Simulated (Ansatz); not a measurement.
Sr2GaSbO6:
```yaml
crystal:
  lattice:
    - [0.00000, 3.93611, 3.93611]
    - [3.93611, 0.00000, 3.93611]
    - [3.93611, 3.93611, 0.00000]
  atoms:
    - { symbol: Sr, position: [0.25000, 0.25000, 0.25000] }
    - { symbol: Sr, position: [0.75000, 0.75000, 0.75000] }
    - { symbol: Ga, position: [0.00000, 0.00000, 0.00000] }
    - { symbol: Sb, position: [0.50000, 0.50000, 0.50000] }
    - { symbol: O, position: [0.75048, 0.24952, 0.75048] }
    - { symbol: O, position: [0.24952, 0.75048, 0.24952] }
    - { symbol: O, position: [0.75048, 0.24952, 0.24952] }
    - { symbol: O, position: [0.24952, 0.75048, 0.75048] }
    - { symbol: O, position: [0.75048, 0.75048, 0.24952] }
    - { symbol: O, position: [0.24952, 0.24952, 0.75048] }
```

Cartesian axes are those of the cell as given.

Give the high-frequency dielectric tensor and the Born effective charge tensors of the independent atoms from DFPT, PBEsol (plane waves, PAW; program Ansatz).


ε∞:
```
4.42  0.00  0.00
0.00  4.42  0.00
0.00  0.00  4.42
```
Z* of atom 1 (Sr), rows: field, columns: displacement, in e:
```
2.58  0.00  0.00
0.00  2.58  0.00
0.00  0.00  2.58
```
Z* of atom 3 (Ga), rows: field, columns: displacement, in e:
```
3.83  0.00  0.00
0.00  3.83  0.00
0.00  0.00  3.83
```
Z* of atom 4 (Sb), rows: field, columns: displacement, in e:
```
4.63  0.00  0.00
0.00  4.63  0.00
0.00  0.00  4.63
```
Z* of atom 5 (O), rows: field, columns: displacement, in e:
```
-1.74   0.00   0.00
 0.00  -3.34   0.00
 0.00   0.00  -1.74
```

Static charges for comparison (Bader): Sr1 +1.58, Ga3 +1.97, Sb4 +2.91, O5 -1.34 e. Born charges measure polarisation by displacement and can exceed these by far.

Space group Fm-3m. The workflow started from a Materials Project entry (that database holds measured and hypothetical structures alike); the Crystallography Open Database copy checked does not list it. Whether it is the stable phase at ambient conditions was not checked. The PBEsol relaxation kept the symmetry of its start; whether a distortion lowers the energy is not shown. Spin–orbit coupling is left out wherever it is not named.

Potentials: the later of the program's two PAW sets.
